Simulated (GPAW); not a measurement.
Moving the starting magnetic order in Ta4NiO11

Space group Cmmm (No. 65). a = 3.910 Å, b = 29.659 Å, c = 3.886 Å, α = 90.00°, β = 90.00°, γ = 90.00°
```json
{"atom": "Ta", "site": "4i", "symmetry": "m2m", "x": "0.5000", "y": "0.2956", "z": "0.0000"}
{"atom": "Ta", "site": "4i", "symmetry": "m2m", "x": "0.0000", "y": "0.0755", "z": "0.0000"}
{"atom": "Ni", "site": "2b", "symmetry": "mmm", "x": "0.5000", "y": "0.0000", "z": "0.0000"}
{"atom": "O", "site": "4i", "symmetry": "m2m", "x": "0.5000", "y": "0.3601", "z": "0.0000"}
{"atom": "O", "site": "4i", "symmetry": "m2m", "x": "0.0000", "y": "0.2789", "z": "0.0000"}
{"atom": "O", "site": "4i", "symmetry": "m2m", "x": "0.5000", "y": "0.0635", "z": "0.0000"}
{"atom": "O", "site": "2a", "symmetry": "mmm", "x": "0.0000", "y": "0.0000", "z": "0.0000"}
{"atom": "O", "site": "4j", "symmetry": "m2m", "x": "0.0000", "y": "0.0721", "z": "0.5000"}
{"atom": "O", "site": "4j", "symmetry": "m2m", "x": "0.0000", "y": "0.2056", "z": "0.5000"}
```

The cell comes from a database or a generator and needn't be the stable form of this composition.

Kept alike: task single point; functional PBE; k mesh 5 × 5 × 5; occupations fermi-dirac, width 0.05 eV. Program: GPAW, GPAW PAW data sets (gpaw-data 1.2.1), cutoff 800 eV. The mesh is that of the run's cell of 16 atoms. No spin-orbit coupling.

| starting magnetic order | largest site moment (μB) | moment of the cell (μB) | free energy over the lowest row (meV/atom) |
| --- | --- | --- | --- |
| afm | 0.33 | 0.40 | 0.00 |
| fm | 0.33 | 0.40 | 0.00 |
| nm | 0.00 | 0.00 | 2.27 |

For a metal such a mesh leaves the last digits unconverged. Moments of the cell are magnitudes, and a label names the start alone. The runs hold the magnetic state that their start led to, which needn't be the lowest. The row without spin has no moments by construction. Site moments count inside each atom's sphere or projector.

Problem. What does the starting magnetic order change here?

Solution. The largest site moment runs from 0.00 (nm) to 0.33 μB (afm; fm). The moment of the cell runs from 0.00 (nm) to 0.40 μB (afm; fm). The free energy is lowest at afm; fm, and 2.27 meV an atom higher at nm. Starts that end at one energy have found one state: afm; fm.
